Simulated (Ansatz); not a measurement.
KBr (rock salt, Fm-3m), DFT-PBEsol in the program Ansatz with PAW potentials. The conduction-band minimum lies at Γ, with 1 equivalent valley. Second derivatives d²E/dk² of the lowest band at one valley (eV·Å²), along Cartesian directions:

| direction | d²E/dk² |
|---|---|
| [100] | 20.69 |
| [010] | 20.69 |
| [001] | 20.69 |
| [110] | 20.69 |
| [101] | 20.69 |
| [011] | 20.69 |

Question: Find the principal effective masses, the density-of-states mass and the conductivity mass.

Answer: Off-diagonal terms follow from H_xy = H[110] − (H_xx + H_yy)/2, and m*/mₑ = 7.620 eV·Å² over each eigenvalue: 0.37, 0.37, 0.37. One valley's DOS mass (m₁m₂m₃)^(1/3) = 0.37, conductivity mass 3/(Σ 1/mᵢ) = 0.37 mₑ.

Question: What effective density of states Nc follows at 300 K for parabolic valleys?

Answer: Nc = 2.509e19 × 1 × (0.37)^(3/2) ≈ 5.6e18 cm⁻³.

The PBEsol relaxation kept the symmetry of its start. Scalar-relativistic: spin–orbit coupling is off unless named, which matters more the heavier the elements.

Potentials: the later of the program's two PAW sets.

Edges and masses are those of Kohn–Sham bands, whose gap is no quasiparticle gap.
